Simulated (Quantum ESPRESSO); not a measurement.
**Band energies of Mo₂N**

```
Mo2N
1.0
    1.44078     0.83183     5.00210
   -1.44078     0.83183     5.00210
    0.00000    -1.66367     5.00210
N Mo
1 2
Cartesian
  0.00000   0.00000   0.00000
  0.00000   0.00000   3.64488
  0.00000   0.00000  11.36141
```

PBEsol (pw.x of Quantum ESPRESSO, ONCV potentials, scalar-relativistic); path ΓLB1,BZΓX,QFP1Z,LP; energies in eV from the Fermi level.

```
k (1/Å)  point  band 12  band 13  band 14  band 15  band 16  band 17  band 18  band 19
-------  -----  -------  -------  -------  -------  -------  -------  -------  -------
0.00         Γ    -5.06    -4.06    -1.77    -1.45    -1.45    -0.42     0.49     0.49
0.32              -5.02    -3.56    -1.92    -1.59    -1.34    -1.12     0.39     0.49
0.64              -5.03    -3.60    -2.73    -1.70    -1.53    -0.51     0.76     0.97
0.96              -5.15    -4.00    -3.06    -1.39    -1.32    -0.36     2.05     2.27
1.28         L    -5.22    -4.21    -3.01    -1.27    -1.05    -0.40     2.71     2.93
1.74              -6.33    -3.05    -3.00    -2.54    -1.10     0.64     2.00     2.76
2.08        B1    -6.36    -3.07    -2.67    -2.14    -0.44     0.46     2.14     2.14
2.08         B    -6.36    -3.07    -2.67    -2.14    -0.44     0.46     2.14     2.14
2.29              -6.38    -2.98    -2.82    -2.01    -0.48     0.27     2.06     2.16
2.61              -6.22    -3.28    -3.00    -2.18    -1.04     0.12     1.59     1.90
2.93              -5.38    -3.38    -3.19    -2.47    -1.15    -0.17    -0.02     1.40
3.35              -4.85    -4.08    -2.13    -1.56    -1.39    -0.43    -0.38     0.44
3.46         Z    -4.84    -4.12    -2.01    -1.45    -1.45    -0.37    -0.37     0.32
3.71              -4.92    -4.07    -2.01    -1.36    -1.36    -0.33    -0.33     0.12
4.08         Γ    -5.06    -4.06    -1.77    -1.45    -1.45    -0.42     0.49     0.49
4.38              -5.03    -3.55    -1.83    -1.59    -1.22    -1.22     0.12     0.76
4.68              -5.20    -3.21    -2.38    -1.85    -1.79    -1.07     0.87     1.27
5.08              -5.88    -3.40    -2.68    -2.33    -1.94    -0.02     2.03     3.01
5.38              -6.37    -3.26    -2.67    -2.44    -1.00     0.67     1.78     2.65
5.58         X    -6.35    -3.17    -2.52    -2.23    -0.50     0.47     2.10     2.13
5.58         Q    -6.35    -3.17    -2.52    -2.23    -0.50     0.47     2.10     2.13
5.92              -6.40    -4.04    -2.43    -1.45    -0.12     0.88     2.14     2.70
6.27         F    -5.56    -4.86    -2.74    -0.89     0.19     1.61     2.12     2.94
6.49        P1    -5.48    -4.72    -2.65    -1.22    -0.11     0.84     2.53     3.06
6.67              -5.41    -4.60    -2.77    -1.32    -0.37     0.83     2.17     2.44
6.94              -5.18    -4.09    -3.26    -1.80    -0.82     0.28     0.86     1.86
7.22              -4.95    -3.65    -3.20    -2.32    -0.80    -0.52    -0.27     1.27
7.49              -4.85    -4.00    -2.35    -1.74    -1.29    -0.51    -0.41     0.61
7.68         Z    -4.84    -4.12    -2.01    -1.45    -1.45    -0.37    -0.37     0.32
7.68         L    -5.22    -4.21    -3.01    -1.27    -1.05    -0.40     2.71     2.93
8.10         P    -5.48    -4.72    -2.65    -1.22    -0.11     0.84     2.53     3.06
```

A metal at this level: along this path bands 16, 17, 18, 19 cross the Fermi level.

Spin-orbit splittings are left out.

Geometry of the Materials Project entry, not relaxed at this level.

The structure is a Materials Project entry; no match was found in the copy of COD used, and its stability was not checked.
